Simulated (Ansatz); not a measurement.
Trial structure of Sr4HfO, not yet relaxed:

```cif
data_structure
_symmetry_space_group_name_H-M 'F-43m'
_symmetry_Int_Tables_number 216
_cell_length_a 8.4430
_cell_length_b 8.4430
_cell_length_c 8.4430
_cell_angle_alpha 90.000
_cell_angle_beta 90.000
_cell_angle_gamma 90.000
_cell_volume 601.86
loop_
_atom_site_label
_atom_site_type_symbol
_atom_site_symmetry_multiplicity
_atom_site_Wyckoff_symbol
_atom_site_fract_x
_atom_site_fract_y
_atom_site_fract_z
_atom_site_occupancy
Sr1 Sr 16 e 0.12566 0.37434 0.62566 1
Hf1 Hf 4 c 0.25000 0.25000 0.25000 1
O1 O 4 d 0.25000 0.25000 0.75000 1
```

Theory: DFT PBE, scalar-relativistic, plane waves, PAW (Ansatz 0.2.0). Settings: cutoff 420 eV, Γ-centred mesh 4×4×4 on the computed 6-atom cell, Gaussian smearing of 0.10 eV; no spin polarisation.

Energies over the elements count from the elements' standard structures at the same level (O₂ as a molecule), with no fitted energy shifts.

Question: How far from equilibrium is it?

Answer: The pressure is 42.7 GPa (it wants to expand), the largest force is 11.22 eV/Å, and the energy is +2.09 eV/atom against the elements. The shortest distance is 1.82 Å.

Question: How much does it gain on relaxing, and where does it end?

Answer: Relaxing gains about 2.0 eV/atom (the start's value is from the coarse mesh, so the gain is rough) in 16 ionic steps and ends at +0.05 eV/atom on the finer mesh. The symmetry stays F-43m (No. 216). The volume per atom grows by 104.3 %, from 25.1 to 51.2 Å³. The shortest distance goes from 1.82 Å (Sr–O) to 2.30 Å (Sr–O). Conventional cell: a = 10.714 Å. Around Sr lie 1 O at 2.30 Å, 6 Sr at 3.76–3.82 Å and 3 Hf at 4.44 Å; Hf has 12 Sr at 4.44 Å; O is surrounded by 4 Sr at 2.30 Å.

The last run used a 6×6×6 mesh for its 6-atom cell and Gaussian smearing of 0.10 eV. These runs have no spin–orbit coupling, which can matter for Hf. The cell is a metal run without spin; a magnetic state may lie lower. The relaxation can't lower the symmetry of the start. A structure relaxed within its symmetry needn't be a true minimum. Another cell of Sr4HfO relaxed alike, in P-6m2, lies 0.52 eV/atom lower, so this cell isn't the stable form at this level.
